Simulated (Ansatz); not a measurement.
This trial cell of Sc₇As was written down by chemical analogy (P4/mmm, No. 123). Its size is a guess.

```
Sc As
1.0
     4.38000    0.00000    0.00000
     0.00000    4.38000    0.00000
     0.00000    0.00000    8.75000
Sc As
7 1
Direct
  0.00000 0.50000 0.75000
  0.00000 0.00000 0.50000
  0.50000 0.50000 0.00000
  0.50000 0.50000 0.50000
  0.50000 0.00000 0.75000
  0.00000 0.50000 0.25000
  0.50000 0.00000 0.25000
  0.00000 0.00000 0.00000
```

These are results of Ansatz, DFT PBE, scalar-relativistic, plane waves, PAW, not measurements. Cutoff 420 eV, Gaussian smearing, Γ-centred meshes. Cell and atoms relax first on a coarse mesh, the cell is then made exact in the group found at 0.06 to 0.08 Å, and last on a converged mesh; the steps can't lower the symmetry of their start. A test start found moments, so the last steps have collinear spin.

A guess keeps its type if space group and coordination stay and the shape of the cell changes little (axis ratios within about 15 %, angles within 6°); the volume may change.

**Question.** Will the relaxed cell still be of the starting type?

**Answer.** It keeps its type. The symmetry stays P4/mmm (No. 123). The volume per atom grows by 7.5 %, from 21.0 to 22.6 Å³. The shortest distance goes from 3.10 Å (Sc–As and Sc–Sc) to 3.11 Å (Sc–As and Sc–Sc). The ratio c/a of the conventional cell changes by a factor of 1.07. Counting neighbours within 15 % of an atom's shortest distance, the start has As 12, Sc 12 and the end As 12, Sc 12.

The last run used collinear spin, an 8×8×4 mesh (in the run's order of axes) for its 8-atom cell and Gaussian smearing of 0.10 eV. Another magnetic order may lie lower. A structure relaxed within its symmetry needn't be a true minimum. Another cell of the same search, in Cm, lies 26 meV/atom lower, so this cell isn't the stable form at this level.
